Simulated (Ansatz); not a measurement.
**Phonons of TiNi**

The computed numbers are results of PBEsol, scalar-relativistic (collinear spin) in the plane-wave PAW code Ansatz at 420 eV, Gaussian smearing of 0.15 eV; PAW files: Ansatz's generated set soft_2.

```xyz
2
Lattice="2.9694 0.0000 0.0000 0.0000 2.9694 0.0000 0.0000 0.0000 2.9694" Properties=species:S:1:pos:R:3 pbc="T T T"
Ti    1.4847    1.4847    1.4847
Ni    0.0000    0.0000    0.0000
```

The chain of runs began from a cell as deposited in COD, expanded in volume.

Moments typed, the run going on from the state of an earlier one (μB, in the order of the atoms): 0.0, 0.05.

The moments died out.

Force constants come from finite displacements in a 2×2×2 supercell (the unit cell's 12×12×12 k-mesh, folded to it); the long-range dipole term is not included. Points in reciprocal vectors of this cell: Γ = (0.000, 0.000, 0.000), X = (0.000, 0.500, 0.000), M = (0.500, 0.500, 0.000), R = (0.500, 0.500, 0.500).

Frequencies at the named points (cm⁻¹, imaginary ones negative):
```
point                 ω (cm⁻¹)
    Γ        0 0 0 213 213 213
    X   94 132 132 164 164 295
    M  -88 -88 108 152 270 270
    R     59 59 59 262 262 262
```

(1) Is the structure dynamically stable along this path, and where does the spectrum end?

Answer:

(1) No: a branch is imaginary, down to 88i cm⁻¹ at M. The highest frequency is 295 cm⁻¹, at X. Points that don't fit the supercell are interpolated.

The compound is known in this structure, so the unstable mode may be the calculation's: soft modes are sensitive to the volume, the k-mesh, the supercell and spin–orbit coupling, and real crystals can be held by temperature.

The crystal is a metal or nearly so; low and unstable modes depend on mesh and smearing.

Cost: 110 s on 4 threads of Arm Neoverse V1, on a shared host, peak memory 2.2 GiB.
